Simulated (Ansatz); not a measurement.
The cell whose phonons are given is a generated cell of KTaO3: the first start was made by placing the elements on the sites of a structure type, and the end was not matched to a known phase here, so it may be hypothetical. Known forms of KTaO3 include space group No. 221.

Phonons of a relaxed structure of KTaO3 by density-functional perturbation theory (low response-accuracy setting, no LO–TO term) at the zone centre. Level of theory: PBEsol (plane waves to 420 eV, PAW, scalar-relativistic; Ansatz, an electronic-structure program). Γ-centred k-mesh 6×6×6, Fermi–Dirac smearing 0.05 eV.

```xyz
10
Lattice="6.0331 0.0000 0.0000 -3.0165 5.2248 0.0000 0.0000 0.0000 5.3685" Properties=species:S:1:pos:R:3 pbc="T T T"
K      0.0000     3.4832     4.0264
K      3.0165     1.7416     1.3421
Ta     0.0000     0.0000     0.0000
Ta     0.0000     0.0000     2.6843
O      0.0000     1.4873     1.3421
O      1.7285     4.4811     1.3421
O     -1.7285     4.4811     1.3421
O      3.0165     3.7375     4.0264
O      1.2881     0.7437     4.0264
O      4.7450     0.7437     4.0264
```

Space group P6₃/mmc (No. 194).

```json
[
 {"q": "Γ", "wavenumbers (cm⁻¹; i marks imaginary)": "136i, 102i (×2), 86i, 69i, 30i, 0 (×3), 26, 88 (×2), 100 (×2), 299 (×2), 330 (×2), 344 (×2), 370, 391 (×2), 561 (×2), 594 (×2), 636, 659, 730"}
]
```

Question: What do these wavenumbers say about the structure?

Answer: It is dynamically unstable: imaginary modes at Γ (136i cm⁻¹).

Question: The atoms are displaced along the most unstable mode at Γ (largest move 0.15 Å) and cell and atoms are relaxed. What results?

Answer: The pattern moves K by 0.00, Ta by 0.00, O by 1.00 (largest amplitude of each element, relative to the largest of all) and lowers the symmetry to P-62c (No. 190) in a cell of 10 atoms. On relaxation it does not go back: it reaches P-62c (No. 190), 0.055 eV/atom below the parent; volume +16.8 %; gap 2.14 → 2.41 eV (no spin-orbit coupling).

```cif
data_K2O6Ta2
_chemical_formula_sum 'K2 Ta2 O6'
_space_group_name_H-M_alt 'P-62c'
_space_group_IT_number 190
_space_group_name_Hall 'P -6c -2c'
_cell_length_a 6.44728
_cell_length_b 6.44728
_cell_length_c 5.49204
_cell_angle_alpha 90.000
_cell_angle_beta 90.000
_cell_angle_gamma 120.000
loop_
_atom_site_label
_atom_site_type_symbol
_atom_site_symmetry_multiplicity
_atom_site_Wyckoff_symbol
_atom_site_fract_x
_atom_site_fract_y
_atom_site_fract_z
_atom_site_occupancy
K1 K 2 d 0.66667 0.33333 0.25000 1
Ta1 Ta 2 a 0.00000 0.00000 0.00000 1
O1 O 6 h 0.21895 0.23102 0.25000 1
```

No spin polarisation in the result.
